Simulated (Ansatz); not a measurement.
A crystal relaxed with r2SCAN+rVV10 in the PAW code Ansatz has space group Pnma (No. 62) and a = 12.023 Å, b = 3.989 Å, c = 11.587 Å.

| atom | site | x | y | z |
| --- | --- | --- | --- | --- |
| Sb | 4c | 0.1448 | 0.7500 | 0.0386 |
| Sb | 4c | 0.0301 | 0.2500 | 0.3292 |
| Xx | 4c | 0.9471 | 0.7500 | 0.1290 |
| Xx | 4c | 0.2104 | 0.2500 | 0.1942 |
| Xx | 4c | 0.6279 | 0.7500 | 0.0541 |

The r2SCAN gap is indirect, 1.13 eV (Γ–Z (0.41 of the way from Γ) to Γ–Z (0.61 of the way from Γ)), below the direct gap of 1.16 eV at Γ–Z (0.50 of the way from Γ). The HSE06 gap is indirect, 1.40 eV (Γ–Z (0.41 of the way from Γ) to Γ–Z (0.61 of the way from Γ)), below the direct gap of 1.43 eV at Γ–Z (0.41 of the way from Γ). PBE gives an indirect gap of 0.89 eV, from Γ–Z (0.40 of the way from Γ) to Γ–Z (0.60 of the way from Γ); the least direct gap is 0.91 eV at Γ–Z (0.50 of the way from Γ). Least and direct gap differ so little that the kind isn't settled. Meshes: r2SCAN 2×6×2, HSE06 2×4×2, PBE 2×6×2.

Task: Which element is Xx?
A. S
B. Se
C. O
D. Te

Result: B. Xx is Se: Sb2Se3 (Pnma) from a database structure. Sb is surrounded by 5 Se at 2.60–3.00 Å; Sb is surrounded by 3 Se at 2.67–2.68 Å; Se is surrounded by 3 Sb at 2.60–3.00 Å; Se is surrounded by 3 Sb at 2.67–2.80 Å; Se is surrounded by 2 Sb at 2.68 Å.

Calculated for a static, non-magnetic cell.

Spin-orbit coupling is left out, which matters wherever the heavy atoms make up the band edges.

Where an edge lies off the special points, it is a point of the mesh or the k point where a search put PBE's edge or least direct gap, reused for the other functionals, whose own edges may lie a little apart; PBE's own value is read along its path and can be a few hundredths of an eV high.

The meshes of the hybrids are coarse, so their gaps aren't converged to the digits shown.
